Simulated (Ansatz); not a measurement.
# Structure relaxation, Cu

The start is a relaxed Cu cell displaced along its unstable phonon at q = Γ (63i cm⁻¹), largest move 0.15 Å. Cell shape, volume and atoms are optimised at zero target pressure with r2SCAN (plane waves to 500 eV, PAW, scalar-relativistic; Ansatz, a quantum-chemistry and plane-wave program). First-step values are on the input's coarse k-mesh.

Ansatz input (later rounds restart from its end on a renewed k-mesh):
Ansatz 0.2 input:
```yaml
crystal:
  lattice:
    - [2.4872504202, 0, 0]
    - [-1.2436252101, 2.1540220494, 0]
    - [0, 0, 8.9466002019]
  atoms:
    - { symbol: Cu, position: [0.2985147482, 0.5970294965, 0.1164453312] }
    - { symbol: Cu, position: [0.7014852518, 0.4029705035, 0.6164453312] }
    - { symbol: Cu, position: [0.6318480816, 0.2636961632, 0.8835546688] }
    - { symbol: Cu, position: [0.3681519184, 0.7363038368, 0.3835546688] }
basis: { ecutwfc: 500, ecutrho_ratio: 4, xc_grid: 4, fft_grid_basis: typed }
kpoints: { mp_grid: { grid: [15, 15, 4] } }
hamiltonian:
  xc: r2scan
  dispersion: none
  pseudopotentials: { kind: paw }
scf: { occupations: { method: fermi_dirac, width: 0.05 } }
relax: { f_tol: 0.01, max_steps: 100, cell: { stress_tol: 0.02 } }
output: { forces: true, stress: true }
```

What is the largest force in the starting geometry, and on which atom (counted from 1)?

0.16 eV/Å, on Cu1, Cu2, Cu3, Cu4 (atoms numbered as listed).

By how much does the energy per atom fall from start to end?

0.14 eV/atom.

How does the volume change?

-4.5 %, from 11.98 to 11.44 Å³/atom.

Is the parent structure recovered?

It does not go back: it reaches P6₃/mmc (No. 194), AFLOW prototype A_hP4_194_ac (A3', as in La), 0.15 eV/atom below the parent.

How do the shortest distances between atoms change?

The closest pairs of elements (up to four, under 3.6 Å), start → end: Cu–Cu 2.41 → 2.52 Å.

What does it relax into? Give the structure.


Space group P6₃/mmc (No. 194); a = 2.5242 Å, b = 2.5242 Å, c = 8.2936 Å, α = 90.00°, β = 90.00°, γ = 120.00°

```
atom  site  symmetry       x       y       z
----  ----  --------  ------  ------  ------
Cu      2c      -6m2  0.3333  0.6667  0.2500
Cu      2a      -3m.  0.0000  0.0000  0.0000
```

Final values are on a 21×21×6 k-mesh of the relaxed cell. No spin polarisation in the result.

The run could not lose the symmetry of its start: the end is stationary, and may be a saddle point rather than a minimum.

The relaxed structure here is a generated cell of Cu: the first start was made by placing the elements on the sites of a structure type, and the end was not matched to a known phase here, so it may be hypothetical. Known forms of Cu include space group No. 225.
